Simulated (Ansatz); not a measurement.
TiSi2:
```
CELL_PARAMETERS angstrom
      0.00000     4.06115     4.22198
      2.36163     0.00000     4.22198
      2.36163     4.06115     0.00000
ATOMIC_POSITIONS crystal
  Si 0.66392 0.33608 0.66392
  Si 0.33608 0.66392 0.33608
  Si 0.58608 0.91392 0.58608
  Si 0.91392 0.58608 0.91392
  Ti 0.00000 0.00000 0.00000
  Ti 0.25000 0.25000 0.25000
```

Relaxed with LDA.

Q: Decompose the optical modes at the zone centre into irreducible representations, and say which are infrared and Raman allowed.

A: Point group mmm: Γ_opt = Ag + Au + 3B1g + 2B1u + 2B2g + B2u + 3B3g + 2B3u. Infrared: B1u, B2u, B3u. Raman: Ag, B1g, B2g, B3g.

Q: Assign frequencies (DFPT, LDA (plane waves, PAW; program Ansatz)).

A: B3u 192, B2g 198, B1g 215, B1u 246, Ag 258, B3g 269, B2g 272, B3g 285, B2u 306, Au 323, B1g 352, B3u 380, B3g 397, B1u 419, B1g 445 cm⁻¹.

Subscripts of B labels follow the axes of the standard setting.

Space group Fddd. Symmetry was held in the LDA relaxation; of distortions, only those at the zone centre were tested. The run is not spin-polarised. As this level gives no gap, phonon frequencies hold no LO–TO term and depend on the k-mesh and smearing (Fermi–Dirac, 0.1 eV here).

Potentials: the later of the program's two PAW sets.
